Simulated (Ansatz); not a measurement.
# Relaxing a structure of TiRh

The start is a relaxed TiRh cell shaken by Gaussian noise of σ = 0.08 Å a coordinate. A full variable-cell relaxation at zero pressure is run with PBEsol (plane waves to 420 eV, PAW, scalar-relativistic; Ansatz, a program for electronic structure). The first steps use a coarse 7×7×7 k-mesh.

The start:
```yaml
crystal:
  lattice:
    - [5.09567, 0.00000, 0.00000]
    - [0.00000, 5.05861, 0.00000]
    - [0.00000, 0.00000, 4.68535]
  atoms:
    - { symbol: Ti, position: [0.35398, 0.55731, 0.26027] }
    - { symbol: Ti, position: [0.34315, 0.91826, 0.73151] }
    - { symbol: Ti, position: [0.68266, 0.04967, 0.26129] }
    - { symbol: Ti, position: [0.66692, 0.42965, 0.77625] }
    - { symbol: Rh, position: [0.79670, 0.56392, 0.25657] }
    - { symbol: Rh, position: [0.81112, 0.92683, 0.75629] }
    - { symbol: Rh, position: [0.20348, 0.06354, 0.24374] }
    - { symbol: Rh, position: [0.19338, 0.41108, 0.76783] }
```

How much energy is released per atom?

0.13 eV/atom.

How does the volume per atom move from start to end?

-1.5 %, from 15.10 to 14.87 Å³/atom.

Does it find its way back to the structure it was made from?

It does not go back: it reaches P2₁/c (No. 14), 0.08 eV/atom below the parent.

How do the shortest distances between atoms change?

The closest pairs of elements (up to four, under 3.6 Å), start → end: Rh–Ti 2.26 → 2.47 Å; Rh–Rh 2.84 → 2.59 Å; Ti–Ti 2.85 → 2.92 Å.

Give the final cell and atomic positions.


```cif
data_Rh4Ti4
_chemical_formula_sum 'Ti4 Rh4'
_space_group_name_H-M_alt 'P21/c'
_space_group_IT_number 14
_space_group_name_Hall '-P 2ybc'
_cell_length_a 5.05480
_cell_length_b 5.08432
_cell_length_c 4.95874
_cell_angle_alpha 90.000
_cell_angle_beta 111.006
_cell_angle_gamma 90.000
loop_
_space_group_symop_operation_xyz
  'x, y, z'
  '-x, -y, -z'
  '-x, y+1/2, -z+1/2'
  'x, -y+1/2, z+1/2'
loop_
_atom_site_label
_atom_site_type_symbol
_atom_site_symmetry_multiplicity
_atom_site_Wyckoff_symbol
_atom_site_fract_x
_atom_site_fract_y
_atom_site_fract_z
_atom_site_occupancy
Ti1 Ti 4 e 0.31412 0.09891 0.21148 1
Rh1 Rh 4 e 0.17793 0.62074 0.22031 1
```

Final values are on a 10×9×10 k-mesh of the relaxed cell. The start holds a very short contact (Ti–Rh 2.26 Å). No spin polarisation in the result.

The relaxed structure here is a generated cell of TiRh: the first start was made by placing the elements on the sites of a structure type, and the end was not matched to a known phase here, so it may be hypothetical.
